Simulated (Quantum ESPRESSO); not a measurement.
# Moving one atom in NGe6Al

Calculated results; nothing here was measured. They come from pw.x of Quantum ESPRESSO 7.5, a plane-wave density functional program, with PseudoDojo standard norm-conserving files (v0.5 for PBE, v0.4.1 for LDA and PBEsol). The cells are made up: elements, strain and atom displacements were drawn at random, and nothing was relaxed. There is no spin polarisation, spin-orbit coupling or dispersion term.

The cell has 8 sites of a zincblende or diamond lattice. Sites 1 to 4 hold N Ge Ge Ge; sites 5 to 8 hold Ge Ge Ge Al. Cell vectors in Å: (5.718, 0.037, -0.059); (0.037, 5.728, 0.084); (-0.059, 0.084, 5.756). Settings: PBE, cutoff 1143 eV, 6 x 6 x 6 k mesh shifted by half a step, Fermi-Dirac smearing of 0.1 eV.

Each run shifts the Ge atom on site 3 along y and leaves all else fixed. Site 6 is one of its nearest neighbours. E is the free energy of the cell above the lowest run shown.

| run | shift (Å) | Fy on site 3 (eV/Å) | Fy on site 6 (eV/Å) | P (GPa) | E (meV) |
| --- | --- | --- | --- | --- | --- |
| 1 | -0.1188 | 0.224 | -0.467 | -3.17 | 1.4 |
| 2 | -0.0852 | -0.142 | -0.344 | -3.17 | 0.0 |
| 3 | -0.0595 | -0.422 | -0.251 | -3.16 | 7.3 |
| 4 | -0.0487 | -0.541 | -0.213 | -3.15 | 12.5 |
| 6 | 0.0189 | -1.279 | 0.019 | -3.05 | 74.1 |
| 7 | 0.1039 | -2.179 | 0.290 | -2.82 | 221.4 |
| 5 | -0.0186 | ? | ? | ? | ? |

A rerun of one of these cells at 1437 eV and k mesh 8 x 8 x 8 moved values by no more than 0.003 eV in the cell's energy, 0.02 GPa in stress and 0.006 eV/Å in force.

## Worked fit

A parabola through the six runs shown gives Fy on site 3 = -1.071 - 10.79 u + 1.1 u² eV/Å, with u in Å and a scatter of 0.004 eV/Å. Minus the slope, 10.79 ± 0.11 eV/Å², is this atom's force constant along y at u = 0, with its periodic images moving too. The fitted force vanishes at u = -0.098 Å, where the energy should be lowest along this line. The error is the larger of the fit's own and the change that a cubic makes, rounded up.

## Withheld run

Question: what Fy on site 3 should run 5 give?

The fit gives -0.870 eV/Å. The calculation gave -0.871 eV/Å.

```
run  shift (Å)  Fy on site 3 (eV/Å)  Fy on site 6 (eV/Å)  P (GPa)  E (meV)
  5    -0.0186               -0.871               -0.108    -3.12     33.7
```